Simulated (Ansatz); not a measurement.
TePb:
```xyz
2
Lattice="0.0000 3.6028 3.6028 3.6028 0.0000 3.6028 3.6028 3.6028 0.0000" Properties=species:S:1:pos:R:3 pbc="T T T"
Pb     0.0000     0.0000     0.0000
Te     1.8014     1.8014     1.8014
```

This is the PBEsol-relaxed structure. x, y and z are the axes in which the lattice vectors are written.

Task: All from the program Ansatz at the PBEsol level (PAW), unless another level is named. Predict the piezoelectric stress constants (proper, relaxed ions, C/m²).

Result: e14 = e25 = e36 = -0.39.

Task: Give the bulk modulus (Birch–Murnaghan fit).

Result: 27.4 GPa.

Task: And the highest zone-centre frequency (without LO–TO term)?

Result: 105 cm⁻¹.

Space group F-43m (zinc blende). The start of the workflow was typed in or built on a structure type; neither database checked (COD, Materials Project) lists it. It is not the phase usual at ambient conditions (space group No. 225). Symmetry was held in the PBEsol relaxation. At this level the phase is mechanically unstable. Signs of piezoelectric constants follow the polarity of the cell as given. Spin–orbit coupling is left out wherever it is not named.

Potentials: the earlier of the program's two PAW sets. The files were generated under PBE; for other functionals the program regenerates the frozen cores, and for LDA and PBEsol the local potential too.
